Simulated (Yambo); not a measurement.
A G0W0@PBEsol run in Yambo for KF (rock salt, space group Fm-3m, No. 225) under isotropic strain of +1 % on all lattice vectors (4×4×4 Γ-centred k mesh, 140 bands and a 14 Ry block in the screening, 140 bands in G with the Bruneval-Gonze terminator, plasmon pole fitted at 27.2 eV) gives these matrix elements, in eV, at the band edges (Γ → Γ):

| state | E0 | <Vxc> | <Σx> | <Σc(E0)> | Z |
|---|---|---|---|---|---|
| valence edge | 0.000 | -21.627 | -29.464 | 4.443 | 0.809 |
| conduction edge | 6.031 | -8.160 | -4.055 | -2.858 | 0.898 |

Question: Solve the linearised quasiparticle equation for both states, give the gap, and say how exchange and correlation each act on it.

Answer: E = E0 + Z(Σx + Σc − Vxc). Valence: 0.000 + 0.809 × (-29.464 + (4.443) − (-21.627)) = -2.74 eV. Conduction: 6.031 + 0.898 × (-4.055 + (-2.858) − (-8.160)) = 7.15 eV. The gap is 9.90 eV, against 6.03 eV in PBEsol. Replacing Vxc by bare exchange alone would open it by 11.94 eV; correlation takes back 7.30 eV of that, and Z scales what is left. Convergence of the G0W0 settings was not tested. 

Geometry strained from the cell relaxed with PBEsol, atoms relaxed again; primitive cell a = b = c = 3.786 Å, α = β = γ = 60.00°.
